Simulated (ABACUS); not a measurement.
A self-consistent single point of SrTiO3 (Pmm2, 5 atoms in the cell; from Materials Project mp-5229, changed as shown).

```yaml
crystal:
  lattice:
    - [3.91270, 0.00000, 0.00000]
    - [0.00000, 3.91270, 0.00000]
    - [0.00000, 0.00000, 3.91270]
  atoms:
    - { symbol: Sr, position: [0.00000, 0.00000, 0.00000] }
    - { symbol: Ti, position: [0.50000, 0.50000, 0.50000] }
    - { symbol: O, position: [0.50000, 0.00000, 0.50000] }
    - { symbol: O, position: [0.00000, 0.50000, 0.50000] }
    - { symbol: O, position: [0.53834, 0.50000, 0.00000] }
```

Method: PBEsol, numerical atomic orbitals TZP (confined pseudo-atomic orbitals with Gaussian additions; energy shift 0.01 Ry), PseudoDojo 0.4 standard norm-conserving PBEsol (tails mended) pseudopotentials run with ABACUS.

ABACUS settings:

| key | value |
|---|---|
| basis | TZP numerical atomic orbitals, energy shift 0.01 Ry |
| KPT | Gamma 6 6 6 0 0 0 |
| basis_type | lcao |
| ecutwfc | 100 Ry |
| smearing_method | gaussian |
| smearing_sigma | 0.00146997 Ry |
| potentials | PseudoDojo 0.4 standard norm-conserving PBEsol (tails mended) |
| symmetry | 1 |
| symmetry_prec | 1e-05 |
| ks_solver | genelpa |
| scf_nmax | 100 |
| scf_thr | 1.0e-06 |
| mixing_type | broyden |

Results:

```
Quantity                                                 Result
------------------------------------------------  -------------
Number of valence electrons                                  40
Number of bands                                              30
Number of k-points after the program's reduction             64
Size of the basis                                           102
Number of SCF iterations                                     13
Free energy E − TS                                -3898.9512 eV
Top of the valence band (on the code's own zero)        9.95 eV
Gap on the k-point mesh                                 1.75 eV
Pressure                                              -3.42 GPa
Largest force (vector length)                        0.807 eV/Å
```

Forces (eV/Å):
```
atom      Fx     Fy     Fz
----  ------  -----  -----
Sr1   -0.045  0.000  0.000
Ti2   -0.002  0.000  0.000
O3    -0.129  0.000  0.000
O4     0.807  0.000  0.000
O5    -0.631  0.000  0.000
```

Stress (GPa, positive for compression):
```
-3.14   0.00   0.00
 0.00  -3.26   0.00
 0.00   0.00  -3.85
```

The gap is read on the k-point mesh of the run and can differ from the gap over the whole zone at this level.

For comparison: a first run was changed to give this one (atom 5 moved by +0.15 angstrom along x), and from it to this one the free energy goes up by 9.3 meV/atom, the pressure stays near -3.42 GPa while the zz stress (positive for compression) goes from -3.41 to -3.85 GPa, the largest force goes from under 0.1 to 0.81 eV/Å and the gap on the mesh goes from 1.781 to 1.755 eV.

The atom-centred basis is finite, which shifts total energies, pressures, gaps and forces against plane waves. The structure comes from a collection of computed structures, made at another level of theory; the collection holds predicted forms beside known ones.

Cost on one core: about 50 core-seconds (a rough figure).

The atomic orbitals were generated for these runs; they are not ABACUS's published sets and were checked against plane waves on a few crystals only.

“Tails mended”: in these copies of the files the far tail of each local potential was reset to the Coulomb form.
